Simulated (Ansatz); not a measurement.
Bi2Pd:
```
Bi2Pd
1.0
   -1.68037     1.68037     6.40623
    1.68037    -1.68037     6.40623
    1.68037     1.68037    -6.40623
Pd Bi
1 2
Direct
  0.00000   0.00000   0.00000
  0.36336   0.36336   0.00000
  0.63664   0.63664   0.00000
```

Relaxed with PBEsol. Special points in fractions of this cell's reciprocal vectors: Γ (0.000, 0.000, 0.000); X (0.000, 0.000, 0.500); P (0.250, 0.250, 0.250); N (0.000, 0.500, 0.000); M (0.500, 0.500, -0.500); S (0.267, 0.733, -0.267); S0 (-0.267, 0.267, 0.267); R (-0.034, 0.034, 0.500); G (0.500, 0.500, -0.034).

Problem. List the band energies nearest the Fermi level at these points for PBEsol in the plane-wave PAW code Ansatz.

Solution. In eV from the Fermi level; about four levels below and three above (degenerate sets whole), none deeper than 8.9 eV; points with the same levels are listed once.

```csv
k,below,above
Γ,-3.26 -3.26 -2.83 -2.65,1.84 2.40 2.40
X,-3.29 -2.92 -2.00 -0.99,0.51 0.94 1.06
P,-2.95 -2.00 -0.29 -0.29,0.96 1.00 2.40
N,-3.22 -2.88 -2.23 -1.81,1.05 4.52 4.61
M,-3.22 -3.22 -2.76 -2.65 -1.63,1.43 1.43 4.75 4.75
S,-2.88 -2.87 -2.75 -1.50,1.37 2.94 4.63
R,-3.44 -2.81 -2.00 -1.14,0.53 1.03 1.23
```

Space group I4/mmm (MoSi2 or CaC2 type). The workflow started from an entry of the Crystallography Open Database (COD), which files this formula under 2 space groups. Its standing as an ambient phase is unchecked. The cell was relaxed with PBEsol under the symmetry of its start; of distortions, only those at the zone centre were tested. No spin polarisation was allowed. Spin–orbit coupling is left out wherever it is not named.

Potentials: the later of the program's two PAW sets.
